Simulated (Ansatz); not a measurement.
Relaxed-ion elastic tensor of LaTeCl in space group P4/nmm (No. 129; La on 2c, Te on 2c, Cl on 2a) in GPa (Voigt order), DFT-LDA in the program Ansatz with PAW potentials; density 6.26 g/cm³, 26.68 Å³ per atom.

```
      1     2     3     4     5     6
-  ----  ----  ----  ----  ----  ----
1   102  54.0  45.7   0.0   0.0   0.0
2  54.0   102  45.7   0.0   0.0   0.0
3  45.7  45.7   115   0.0   0.0   0.0
4   0.0   0.0   0.0  30.5   0.0   0.0
5   0.0   0.0   0.0   0.0  30.5   0.0
6   0.0   0.0   0.0   0.0   0.0  50.0
```

Question: Is the crystal mechanically stable?

Answer: Yes: the smallest eigenvalue of C is 30.5 GPa.

Question: Work out the Voigt, Reuss and Hill averages.

Answer: K_V = 67.8, K_R = 67.8, K_H = 67.8; G_V = 33.8, G_R = 31.9, G_H = 32.8 GPa.

Question: Give Young's modulus, Poisson's ratio, Pugh's ratio and the universal anisotropy index.

Answer: E = 9KG/(3K + G) = 84.8 GPa; ν = 0.29; K/G = 2.06 (ductile by the Pugh limit of 1.75); A_U = 5G_V/G_R + K_V/K_R − 6 = 0.29.

Question: Estimate the sound speeds and the Debye temperature.

Answer: v_l = √((K + 4G/3)/ρ) = 4220 m/s, v_t = √(G/ρ) = 2290 m/s, mean 2550 m/s; Θ = (h/k)(3n/4πV)^(1/3) v_m = 254 K.

Question: Solve the Christoffel equation for the three sound speeds along x, y, z.

Answer: Eigenvalues of C_ijkl n_j n_l equal ρv². In km/s, slowest first: x 2.21, 2.82, 4.04; y 2.21, 2.82, 4.04; z 2.21, 2.21, 4.29.

Question: How much does each axis shrink under pressure?

Answer: Linear compressibilities β_i = Σ_j S_ij (j = 1 to 3): x 5.0, y 5.0, z 4.7 per TPa.

The first step of the workflow began from a Materials Project structure, measured or hypothetical; the Crystallography Open Database copy checked does not list it. Whether it is the stable phase at ambient conditions was not checked. Symmetry was held in the LDA relaxation; of distortions, only those at the zone centre were tested. Scalar-relativistic: spin–orbit coupling is off unless named, which matters more the heavier the elements.

Potentials: the later of the program's two PAW sets.
